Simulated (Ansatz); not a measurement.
Given:

GaGeO$_{3}$:
```
GaGeO3
1.0
    3.45209     0.00000     0.00000
    0.00000     3.45209     0.00000
    0.00000     0.00000     4.68958
Ga Ge O
1 1 3
Direct
  0.50000   0.50000   0.61420
  0.00000   0.00000   0.20944
  0.00000   0.50000   0.43596
  0.50000   0.00000   0.43596
  0.50000   0.50000   0.99465
```

This is the LDA-relaxed structure.

### Question
All from LDA in the plane-wave PAW code Ansatz, unless another level is named. Give the highest zone-centre frequency.

### Answer
701 cm⁻¹.

### Question
What about the bulk modulus (Birch–Murnaghan fit)?

### Answer
128 GPa.

Space group P4mm. The start of the workflow was typed in or built on a structure type; neither database checked (COD, Materials Project) lists it. Whether it is the stable phase at ambient conditions was not checked. Symmetry was held in the LDA relaxation. At this level the phase is dynamically unstable (imaginary phonons). A crystal of weakly bound units computed without a dispersion correction: the cell and the soft elastic constants depend strongly on that. With an odd number of electrons in the cell and no spin polarisation, the count alone makes it a metal. As this level gives no gap, phonon frequencies hold no LO–TO term and depend on the k-mesh and smearing (Fermi–Dirac, 0.1 eV here).

Potentials: the later of the program's two PAW sets.
